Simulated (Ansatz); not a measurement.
**Two states of K₂MnF₆**

```
K Mn F
1.0
     0.00000    4.11962    4.11962
     4.11962    0.00000    4.11962
     4.11962    4.11962    0.00000
K Mn F
2 1 6
Cartesian
  2.0598 2.0598 2.0598
  6.1794 6.1794 6.1794
  0.0000 0.0000 0.0000
  1.6890 4.1196 4.1196
  4.1196 1.6890 4.1196
  6.5502 4.1196 4.1196
  4.1196 6.5502 4.1196
  4.1196 4.1196 1.6890
  4.1196 4.1196 6.5502
```

Single point in Ansatz 0.2.0 with r2SCAN. Cutoff 500 eV, PAW datasets, 5×5×5 Γ-centred k mesh, fermi-dirac filling (width 0.1 eV).

State A: no moments (no spin polarisation). State B: Mn3 up (collinear spin).

**Question.** Compare the two self-consistent states.

**Answer.** State B is lower by 320.8 meV an atom at zero smearing; in free energy at this smearing B lies -298.3 meV an atom from A.

| state | free energy (meV/atom) | largest moment in a small sphere (μB) | net moment (μB/cell) | gap on mesh (eV) | pressure (GPa) | largest force (eV/Å) |
| --- | --- | --- | --- | --- | --- | --- |
| A | 298.3 | 0.00 | 0.00 | metal | 14.2 | 4.13 |
| B | 0.0 | 2.26 | 3.00 | 3.89 | 14.8 | 4.26 |

Origin: a known structure type with other elements, at an estimated volume, so it need not be a known compound. Caveats: atoms or cell far from equilibrium; odd electron count without spin polarisation, so a magnetic state may lie lower; the Fermi level lies in a narrow band between gaps, which spin or distortion may split.
